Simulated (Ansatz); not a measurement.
IrOs$_{3}$ (Cu3Au type, Pm-3m) at seven volumes, the program Ansatz at the PBEsol level (PAW), scaled uniformly. One row is withheld.

| V (Å³/atom) | P (GPa) |
|---|---|
| 12.688 | 49.37 |
| 13.107 | 29.99 |
| 13.525 | 13.69 |
| 13.943 | 0.00 |
| 14.362 | -11.50 |
| 14.780 | -21.14 |
| 15.198 | ? |

Problem. Fit the shown pressures and predict the withheld one.

Solution. Third-order Birch–Murnaghan: P = (3/2)B₀(x^(7/2) − x^(5/2))[1 + (3/4)(B′ − 4)(x − 1)] with x = (V₀/V)^(2/3). Least squares on the six rows gives V₀ = 13.944 Å³/atom, B₀ = 417.4 GPa, B′ = 4.78. At V = 15.198, x = 0.9442 and P = -29.27 GPa. The run itself gave -29.20 GPa.

The start of the workflow was typed in or built on a structure type; neither database checked (COD, Materials Project) lists it. Its standing as an ambient phase is unchecked. The cell was relaxed with PBEsol under the symmetry of its start; whether a distortion lowers the energy is not shown. No spin polarisation was allowed. Scalar-relativistic: spin–orbit coupling is off unless named, which matters more the heavier the elements.

Potentials: the earlier of the program's two PAW sets. The files were generated under PBE; for other functionals the program regenerates the frozen cores, and for LDA and PBEsol the local potential too.
